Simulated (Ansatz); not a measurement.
Relaxed TiB2 (AlB2 type, space group P6/mmm):

```
TiB2
1.0
    3.03184     0.00000     0.00000
   -1.51592     2.62565     0.00000
    0.00000     0.00000     3.22428
Ti B
1 2
Direct
  0.00000   0.00000   0.00000
  0.33333   0.66667   0.50000
  0.66667   0.33333   0.50000
```

All values below come from PBE (plane waves to 420 eV, PAW, scalar-relativistic; Ansatz, an electronic-structure program). k mesh 14×14×12 (Γ-centred), Fermi-Dirac smearing 0.05 eV. With partly filled bands, energies and forces of such displacements shift with the k mesh and the smearing. The PAW data are Ansatz's earlier set. TiB2 is run without spin polarisation. TiB2 was relaxed with its symmetry unable to fall.

One atom of the cell was then moved (with its periodic images), all else fixed, and the forces (eV/Å) came out as:

| atom | Fx | Fy | Fz |
|---|---|---|---|
| Ti1 | -1.322 | -0.763 | 1.447 |
| B2 | 0.612 | 0.353 | -0.723 |
| B3 | 0.710 | 0.410 | -0.724 |

Problem. Which atom was moved, and by which vector (Å)?

Solution. Ti1, by (0.09, 0.05, -0.10), 0.14 Å in all.

(For displaced atoms, the force is minus the slope of the energy, and its curvature is a force constant, which sets phonon frequencies.)
